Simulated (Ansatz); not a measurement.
# Two-dimensional strain map in Ag

The calculation used DFT PBEsol, scalar-relativistic, plane waves, PAW (Ansatz 0.2.0). Settings: plane waves to 420 eV, k-mesh 20×20×20 (Γ-centred), Gaussian smearing 0.15 eV. No spin polarisation. Energies are free energies at this smearing, counted from the undisturbed cell; pressure is positive in compression.

Reference structure (as given, not relaxed at this level; it stands at -7.2 GPa; this bcc form isn't the usual structure):

```
Ag
1.0
    -1.65565    1.65565    1.65565
     1.65565   -1.65565    1.65565
     1.65565    1.65565   -1.65565
Ag
1
Direct
  0.00000 0.00000 0.00000
```

The cell is strained by p along both x and y and by q along z, fractional coordinates fixed. Points are written (p, q).

p was sampled at -0.050, -0.025, 0.000, 0.025, 0.050 and q at -0.050, -0.025, 0.000, 0.025, 0.050.

Q: Where on the computed points is the energy highest, and how high?

A: At (0.050, 0.050): 197.8 meV/atom.

Q: Away from (0, 0), which computed point is lowest?

A: (-0.050, 0.025): -38.1 meV/atom.

The map, in meV/atom:

```
 p \ q  -0.050  -0.025  0.000  0.025  0.050
-0.050     3.0   -19.4  -32.7  -38.1  -37.1
-0.025   -31.4   -33.8  -29.9  -19.9   -4.9
 0.000   -31.7   -18.4    0.0   22.3   48.4
 0.025    -4.8    20.2   49.9   82.4  117.3
 0.050    43.0    77.2  115.2  155.8  197.8
```